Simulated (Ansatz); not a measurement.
CdS (wurtzite)

```
CELL_PARAMETERS angstrom
      4.19618     0.00000     0.00000
     -2.09809     3.63400     0.00000
      0.00000     0.00000     6.82953
ATOMIC_POSITIONS crystal
  Cd 0.33333 0.66667 0.99917
  Cd 0.66667 0.33333 0.49917
  S  0.33333 0.66667 0.37563
  S  0.66667 0.33333 0.87563
```

A phonon eigenvector at Γ is frozen into this cell: atom i moves by Q times the vector below, so Q is the largest atomic displacement, in Å. The cell is held.

```tsv
atom	x	y	z
Cd1	0.000	0.000	-0.081
Cd2	0.000	0.000	0.081
S3	0.000	0.000	1.000
S4	0.000	0.000	-1.000
```

Calculation: PBE (plane waves to 420 eV, PAW, scalar-relativistic; Ansatz, a first-principles code). k mesh 9×9×5 (Γ-centred), Fermi-Dirac smearing 0.05 eV. E stands for the smeared free energy. CdS was relaxed with its symmetry unable to fall. The zero of ΔE is the undisplaced structure.

```json
[
 {"Q (Å)": "-0.180", "ΔE (meV/cell)": "315"},
 {"Q (Å)": "-0.150", "ΔE (meV/cell)": "217"},
 {"Q (Å)": "-0.120", "ΔE (meV/cell)": "withheld"},
 {"Q (Å)": "-0.090", "ΔE (meV/cell)": "77"},
 {"Q (Å)": "-0.060", "ΔE (meV/cell)": "34"},
 {"Q (Å)": "-0.030", "ΔE (meV/cell)": "9"},
 {"Q (Å)": "0.000", "ΔE (meV/cell)": "0"},
 {"Q (Å)": "0.030", "ΔE (meV/cell)": "9"},
 {"Q (Å)": "0.060", "ΔE (meV/cell)": "34"},
 {"Q (Å)": "0.090", "ΔE (meV/cell)": "77"},
 {"Q (Å)": "0.120", "ΔE (meV/cell)": "withheld"},
 {"Q (Å)": "0.150", "ΔE (meV/cell)": "217"},
 {"Q (Å)": "0.180", "ΔE (meV/cell)": "315"}
]
```

Q: Fit an even polynomial form (powers 2, 4) to the given rows and predict ΔE at Q = 0.120.

A: Least squares on the 11 given rows: ΔE = (9451)·Q² + (8397)·Q⁴, in meV/cell with Q in Å; root-mean-square residual 0.2 meV/cell. At 0.120 the fit gives 138 meV/cell; the calculation gives 138 meV/cell, the same to the digits shown. The quadratic term alone would give 136 meV/cell.

(A displaced cell: forces are minus the slopes of the energy, force constants its curvatures, and phonons follow from these.)
